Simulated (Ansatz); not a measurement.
Total density of states per atom from DFT-r²SCAN+D4 in the program Ansatz with PAW potentials, in 0.25 eV bins, energy from the valence-band maximum:

```json
[
 {"E (eV)": "-5.20", "states/eV/atom": "0.00"},
 {"E (eV)": "-4.95", "states/eV/atom": "0.27"},
 {"E (eV)": "-4.70", "states/eV/atom": "1.40"},
 {"E (eV)": "-4.45", "states/eV/atom": "0.33"},
 {"E (eV)": "-4.20", "states/eV/atom": "0.00"},
 {"E (eV)": "-3.95", "states/eV/atom": "0.00"},
 {"E (eV)": "-3.70", "states/eV/atom": "0.00"},
 {"E (eV)": "-3.45", "states/eV/atom": "0.00"},
 {"E (eV)": "-3.20", "states/eV/atom": "0.00"},
 {"E (eV)": "-2.95", "states/eV/atom": "0.00"},
 {"E (eV)": "-2.70", "states/eV/atom": "0.00"},
 {"E (eV)": "-2.45", "states/eV/atom": "0.00"},
 {"E (eV)": "-2.20", "states/eV/atom": "0.00"},
 {"E (eV)": "-1.95", "states/eV/atom": "0.00"},
 {"E (eV)": "-1.70", "states/eV/atom": "0.05"},
 {"E (eV)": "-1.45", "states/eV/atom": "0.88"},
 {"E (eV)": "-1.20", "states/eV/atom": "0.77"},
 {"E (eV)": "-0.95", "states/eV/atom": "1.53"},
 {"E (eV)": "-0.70", "states/eV/atom": "2.14"},
 {"E (eV)": "-0.45", "states/eV/atom": "1.53"},
 {"E (eV)": "-0.20", "states/eV/atom": "2.92"},
 {"E (eV)": "0.05", "states/eV/atom": "0.18"},
 {"E (eV)": "0.30", "states/eV/atom": "0.00"},
 {"E (eV)": "0.55", "states/eV/atom": "0.00"},
 {"E (eV)": "0.80", "states/eV/atom": "0.00"},
 {"E (eV)": "1.05", "states/eV/atom": "0.00"},
 {"E (eV)": "1.30", "states/eV/atom": "0.00"},
 {"E (eV)": "1.55", "states/eV/atom": "0.00"},
 {"E (eV)": "1.80", "states/eV/atom": "0.00"},
 {"E (eV)": "2.05", "states/eV/atom": "0.00"},
 {"E (eV)": "2.30", "states/eV/atom": "0.00"},
 {"E (eV)": "2.55", "states/eV/atom": "0.00"},
 {"E (eV)": "2.80", "states/eV/atom": "0.00"},
 {"E (eV)": "3.05", "states/eV/atom": "0.00"},
 {"E (eV)": "3.30", "states/eV/atom": "0.00"},
 {"E (eV)": "3.55", "states/eV/atom": "0.00"},
 {"E (eV)": "3.80", "states/eV/atom": "0.00"},
 {"E (eV)": "4.05", "states/eV/atom": "0.00"},
 {"E (eV)": "4.30", "states/eV/atom": "0.00"},
 {"E (eV)": "4.55", "states/eV/atom": "0.00"},
 {"E (eV)": "4.80", "states/eV/atom": "0.00"},
 {"E (eV)": "5.05", "states/eV/atom": "0.00"},
 {"E (eV)": "5.30", "states/eV/atom": "0.00"},
 {"E (eV)": "5.55", "states/eV/atom": "0.00"},
 {"E (eV)": "5.80", "states/eV/atom": "0.00"},
 {"E (eV)": "6.05", "states/eV/atom": "0.00"},
 {"E (eV)": "6.30", "states/eV/atom": "0.00"},
 {"E (eV)": "6.55", "states/eV/atom": "0.00"},
 {"E (eV)": "6.80", "states/eV/atom": "0.00"},
 {"E (eV)": "7.05", "states/eV/atom": "0.00"},
 {"E (eV)": "7.30", "states/eV/atom": "0.00"},
 {"E (eV)": "7.55", "states/eV/atom": "0.00"},
 {"E (eV)": "7.80", "states/eV/atom": "0.00"},
 {"E (eV)": "8.05", "states/eV/atom": "0.02"},
 {"E (eV)": "8.30", "states/eV/atom": "0.03"},
 {"E (eV)": "8.55", "states/eV/atom": "0.04"},
 {"E (eV)": "8.80", "states/eV/atom": "0.05"},
 {"E (eV)": "9.05", "states/eV/atom": "0.06"},
 {"E (eV)": "9.30", "states/eV/atom": "0.07"},
 {"E (eV)": "9.55", "states/eV/atom": "0.09"},
 {"E (eV)": "9.80", "states/eV/atom": "0.09"},
 {"E (eV)": "10.05", "states/eV/atom": "0.10"},
 {"E (eV)": "10.30", "states/eV/atom": "0.10"},
 {"E (eV)": "10.55", "states/eV/atom": "0.10"},
 {"E (eV)": "10.80", "states/eV/atom": "0.11"},
 {"E (eV)": "11.05", "states/eV/atom": "0.12"},
 {"E (eV)": "11.30", "states/eV/atom": "0.13"},
 {"E (eV)": "11.55", "states/eV/atom": "0.15"},
 {"E (eV)": "11.80", "states/eV/atom": "0.16"}
]
```

Pick the material that matches.
A. NaHF2, R-3m (Na on 3a, H on 3b, F on 6c)
B. LiH3O2, C2/m (Pearson symbol mS24)
C. NiI2, R-3m (Ni on 3a, I on 6c)
D. ZnBr2, R-3m (Zn on 3a, Br on 6c)

A, NaHF2, R-3m (Na on 3a, H on 3b, F on 6c). Top 1 eV of the valence band: F 2p 99 %. Bottom 1 eV of the conduction band: Na 3s 68 %, F 2s 16 %, H 1s 9 %. Projections are on Löwdin-orthogonalised atomic valence shells; empty p or d shells of many metals are not among them.

The first step of the workflow began from a Materials Project structure, measured or hypothetical; the Crystallography Open Database files this formula in space group No. 166, but the cells were not matched. Its standing as an ambient phase is unchecked. Symmetry was held in the r²SCAN+D4 relaxation; whether a distortion lowers the energy is not shown.

Potentials: the later of the program's two PAW sets.
